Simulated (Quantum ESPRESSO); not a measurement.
**Band energies of BaTe**

```xyz
2
Lattice="0.0000 3.4694 3.4694 3.4694 0.0000 3.4694 3.4694 3.4694 0.0000" Properties=species:S:1:pos:R:3 pbc="T T T"
Te     3.4694     3.4694     3.4694
Ba     0.0000     0.0000     0.0000
```

PBEsol (Quantum ESPRESSO, PseudoDojo norm-conserving, 80 Ry, with spin-orbit coupling); path ΓXWKΓLUWLK,UX; energies in eV from the valence-band maximum.

| k (1/Å) | point | band 26 | band 27 | band 28 | band 29 | band 30 | band 31 | band 32 | band 33 |
|---|---|---|---|---|---|---|---|---|---|
| 0.00 | Γ | 0.00 | 2.64 | 2.64 | 2.64 | 2.64 | 2.65 | 2.65 | 2.71 |
| 0.45 |  | -0.31 | 1.75 | 1.75 | 3.53 | 3.53 | 3.74 | 3.74 | 4.26 |
| 0.91 | X | -0.35 | 1.18 | 1.18 | 4.28 | 4.28 | 4.46 | 4.46 | 5.46 |
| 1.36 | W | -1.10 | 3.14 | 3.14 | 3.26 | 3.26 | 4.65 | 4.65 | 4.99 |
| 1.52 |  | -0.99 | 2.52 | 2.52 | 4.01 | 4.01 | 4.83 | 4.83 | 5.07 |
| 1.68 | K | -0.94 | 2.25 | 2.25 | 4.72 | 4.72 | 4.95 | 4.95 | 5.05 |
| 2.00 |  | -0.95 | 3.47 | 3.47 | 3.81 | 3.81 | 4.05 | 4.05 | 4.53 |
| 2.43 |  | -0.23 | 2.67 | 2.67 | 2.80 | 2.80 | 2.97 | 2.97 | 3.23 |
| 2.64 | Γ | 0.00 | 2.64 | 2.64 | 2.64 | 2.64 | 2.65 | 2.65 | 2.71 |
| 2.93 |  | -0.50 | 2.69 | 2.69 | 3.07 | 3.07 | 3.10 | 3.10 | 3.95 |
| 3.33 |  | -1.19 | 3.57 | 3.57 | 4.52 | 4.52 | 4.54 | 4.54 | 4.81 |
| 3.42 | L | -1.22 | 3.78 | 3.78 | 4.53 | 4.53 | 4.72 | 4.72 | 4.77 |
| 3.87 |  | -1.03 | 2.64 | 2.64 | 4.41 | 4.41 | 4.77 | 4.77 | 5.10 |
| 3.98 | U | -0.94 | 2.25 | 2.25 | 4.72 | 4.72 | 4.95 | 4.95 | 5.05 |
| 4.30 | W | -1.10 | 3.14 | 3.14 | 3.26 | 3.26 | 4.65 | 4.65 | 4.99 |
| 4.66 |  | -1.13 | 3.43 | 3.43 | 3.83 | 3.83 | 4.96 | 4.96 | 5.20 |
| 4.94 | L | -1.22 | 3.78 | 3.78 | 4.53 | 4.53 | 4.72 | 4.72 | 4.77 |
| 5.10 |  | -1.18 | 3.60 | 3.60 | 4.30 | 4.30 | 4.69 | 4.69 | 5.02 |
| 5.41 |  | -1.01 | 2.52 | 2.52 | 4.50 | 4.50 | 4.82 | 4.82 | 5.05 |
| 5.49 | K | -0.94 | 2.25 | 2.25 | 4.72 | 4.72 | 4.95 | 4.95 | 5.05 |
| 5.49 | U | -0.94 | 2.25 | 2.25 | 4.72 | 4.72 | 4.95 | 4.95 | 5.05 |
| 5.81 | X | -0.35 | 1.18 | 1.18 | 4.28 | 4.28 | 4.46 | 4.46 | 5.46 |

The PBEsol gap is indirect, 1.18 eV, from Γ to X; the smallest direct gap is 1.53 eV.

Geometry relaxed with PBEsol.
